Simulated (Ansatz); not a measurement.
Consider the following.

TiN:
```xyz
2
Lattice="0.0000 2.1162 2.1162 2.1162 0.0000 2.1162 2.1162 2.1162 0.0000" Properties=species:S:1:pos:R:3 pbc="T T T"
Ti     2.1162     2.1162     2.1162
N      0.0000     0.0000     0.0000
```

This is the r²SCAN-relaxed structure.

**Question.** All from r²SCAN (plane waves, PAW; program Ansatz), unless another level is named. Predict the Hill bulk and shear moduli.

**Answer.** 296 and 202 GPa.

**Question.** Next, the elastic constants (relaxed ions, GPa)?

**Answer.** C11 = 616, C12 = 135, C44 = 180.

Space group Fm-3m (rock salt). The r²SCAN relaxation kept the symmetry of its start. The run is not spin-polarised. The volume moved by -19 % from the start of the relaxation. With an odd number of electrons in the cell and no spin polarisation, the count alone makes it a metal. As this level gives no gap, shear constants depend on the k-mesh and smearing (Fermi–Dirac, 0.1 eV here).

Potentials: the later of the program's two PAW sets.
